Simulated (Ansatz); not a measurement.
# Does the structure type survive?

Computed with DFT r2SCAN, scalar-relativistic, plane waves, PAW (Ansatz). Settings: cutoff 500 eV, Γ-centred meshes no coarser than 0.19 Å⁻¹ for metals and 0.3 Å⁻¹ for insulators (2π included), Gaussian smearing.

Each formula is placed on the named type at a guessed volume, then cell and atoms relax at zero pressure without lowering the symmetry. Keeping the type says nothing about stability against other structures or lower symmetry. Neighbours of unlike kind (in an element, all neighbours) are counted within 25 % of the shortest distance of their pair. The atoms listed around a site end at a clear gap in distance instead, so their number can differ.

Spin–orbit coupling is left out.

(1) In2Sb on the Cu2Sb type (P4/nmm, No. 129), with In for Cu: does the type hold?

(2) Does Hf keep the alpha-gallium type (Cmce, No. 64)?

(3) Does Hf keep the beta-tin type (I4_1/amd, No. 141)?

(4) Hf on the black phosphorus type (Cmce, No. 64): does the type hold?

Answers

(1) Only loosely: the neighbours of unlike kind stay the same, but the proportions of the cell change a good deal: a = 4.326 Å, c = 9.029 Å. Around In on Wyckoff site a (2 atoms of the primitive cell) lie 4 In at 3.06 Å and 4 Sb at 3.50 Å (next In at 3.91 Å); In on Wyckoff site c (2 atoms of the primitive cell) is coordinated by 5 Sb at 3.02–3.10 Å; Sb is coordinated by 5 In at 3.02–3.10 Å and 4 In at 3.50 Å.

(2) No, it ends in I4/mmm (No. 139) with a = 3.037 Å, c = 10.540 Å. Around Hf lie 9 Hf at 2.99–3.19 Å.

(3) Yes: a = 5.517 Å, c = 3.004 Å. Around Hf lie 6 Hf at 2.86–3.00 Å (next Hf at 3.56 Å).

(4) No, it ends in Fmmm (No. 69) with a = 3.210 Å, b = 5.331 Å, c = 10.641 Å. Hf has 3 Hf at 2.90–2.91 Å, 6 Hf at 3.11–3.21 Å and 2 Hf at 3.60 Å (next Hf at 4.25 Å).